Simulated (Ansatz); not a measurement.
Relaxed-ion elastic tensor of NbP (CsCl type, Pm-3m) in GPa (Voigt order), PBEsol in the plane-wave PAW code Ansatz; density 7.05 g/cm³, 14.59 Å³ per atom.

```csv
,1,2,3,4,5,6
1,385,121,121,0.0,0.0,0.0
2,121,385,121,0.0,0.0,0.0
3,121,121,385,0.0,0.0,0.0
4,0.0,0.0,0.0,128,0.0,0.0
5,0.0,0.0,0.0,0.0,128,0.0
6,0.0,0.0,0.0,0.0,0.0,128
```

Question: Is the crystal mechanically stable?

Answer: Yes: the smallest eigenvalue of C is 128 GPa.

Question: Work out the Voigt, Reuss and Hill averages.

Answer: K_V = 209, K_R = 209, K_H = 209; G_V = 130, G_R = 130, G_H = 130 GPa.

Question: Give Young's modulus, Poisson's ratio, Pugh's ratio and the universal anisotropy index.

Answer: E = 9KG/(3K + G) = 322 GPa; ν = 0.24; K/G = 1.61 (brittle by the Pugh limit of 1.75); A_U = 5G_V/G_R + K_V/K_R − 6 = 0.00.

Question: Estimate the sound speeds and the Debye temperature.

Answer: v_l = √((K + 4G/3)/ρ) = 7360 m/s, v_t = √(G/ρ) = 4290 m/s, mean 4760 m/s; Θ = (h/k)(3n/4πV)^(1/3) v_m = 580 K.

Question: Give the Zener ratio and Young's modulus along [100], [110] and [111].

Answer: A = 2C44/(C11 − C12) = 0.97; 1/E = S11 − 2(S11 − S12 − S44/2)Γ with Γ = 0, 1/4, 1/3 gives 327, 321, 319 GPa.

Question: Solve the Christoffel equation for the three sound speeds along [100], [110], [111].

Answer: Eigenvalues of C_ijkl n_j n_l equal ρv². In km/s, slowest first: [100] 4.27, 4.27, 7.39; [110] 4.27, 4.33, 7.35; [111] 4.31, 4.31, 7.34.

A made-up cell: these elements were put on the sites of a structure type; neither database checked (COD, Materials Project) lists it. COD files the formula under space group No. 141, so this cell is another polymorph or a model. Whether it is the stable phase at ambient conditions was not checked. The cell was relaxed with PBEsol under the symmetry of its start; of distortions, only those at the zone centre were tested. No spin polarisation was allowed. As this level gives no gap, shear constants depend on the k-mesh and smearing (Fermi–Dirac, 0.1 eV here).

Potentials: the later of the program's two PAW sets.
